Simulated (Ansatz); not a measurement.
**Notes on Cs2NaYBr6**

```xyz
10
Lattice="0.0000 5.5405 5.5405 5.5405 0.0000 5.5405 5.5405 5.5405 0.0000" Properties=species:S:1:pos:R:3 pbc="T T T"
Cs    2.7702    2.7702    2.7702
Cs    8.3107    8.3107    8.3107
Y     0.0000    0.0000    0.0000
Br    2.7026    5.5405    5.5405
Br    5.5405    2.7026    5.5405
Br    8.3783    5.5405    5.5405
Br    5.5405    8.3783    5.5405
Br    5.5405    5.5405    2.7026
Br    5.5405    5.5405    8.3783
Na    5.5405    5.5405    5.5405
```

Method: r2SCAN, no spin polarisation; PAW, plane waves to 500 eV, 4×4×4 Γ-centred mesh, fermi-dirac occupations (width 0.1 eV) (Ansatz 0.2.0), atoms fixed.

(1) What is the character of the valence top and the conduction bottom?

(2) Metal or insulator? Give the gap.

(3) Is the cell too large or too small?

(4) What do density and ELF say about some of the short contacts?

(5) Which element gives electrons and which takes them?

(6) Which atom feels the largest force, and which way?

Origin: a known structure type with other elements, at an estimated volume, so it need not be a known compound.

Answers

(1) Within 0.7 eV of the edges, the states project mainly on Br p (99 %) below the gap and on Y d (78 %) above it.

(2) The gap is 4.84 eV, direct at the points sampled. A semilocal functional usually gives too small a gap.

(3) The pressure is 2.2 GPa (compression positive), so with the atoms held at these fractions the cell would first expand.

(4) Y–Br at 2.70 Å: least valence density 0.33 e/Å³ and ELF 0.21 there. Br–Na at 2.84 Å: least valence density 0.09 e/Å³ and ELF 0.02 there, a closed-shell (ionic or weak) contact. Cs–Br at 3.92 Å: least valence density 0.04 e/Å³ and ELF 0.02 there, so no covalent bond. These are pseudo-fields; inside the PAW spheres they differ from the all-electron ones.

(5) Bader charges in e: Cs +0.87, Na +0.87, Y +2.06, Br -0.78. In the mean Y gives up most and Br takes most.

(6) The largest is on Br4 (and as large on other atoms): 0.53 eV/Å, components (0.53, 0.00, 0.00). It makes 180° with the line to a nearest neighbour, Y3 at 2.70 Å, pointing away from it.
